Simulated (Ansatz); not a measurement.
V (bcc (W type), space group No. 229) at seven volumes, PBE in the plane-wave PAW code Ansatz, scaled uniformly. One row is withheld.

| V (Å³/atom) | P (GPa) |
|---|---|
| 12.244 | 20.54 |
| 12.647 | 12.66 |
| 13.051 | 5.86 |
| 13.455 | -0.01 |
| 13.858 | ? |
| 14.262 | -9.48 |
| 14.666 | -13.29 |

Task: Fit the shown pressures and predict the withheld one.

Result: P = (3/2)B₀(x^(7/2) − x^(5/2))[1 + (3/4)(B′ − 4)(x − 1)] with x = (V₀/V)^(2/3). Least squares on the six rows gives V₀ = 13.454 Å³/atom, B₀ = 182 GPa, B′ = 3.85. At V = 13.858, x = 0.9805 and P = -5.09 GPa. The run itself gave -5.09 GPa.

Space group Im-3m (bcc (W type)). The PBE relaxation kept the symmetry of its start. The workflow began spin-polarised and lost its moments.

Potentials: the earlier of the program's two PAW sets.
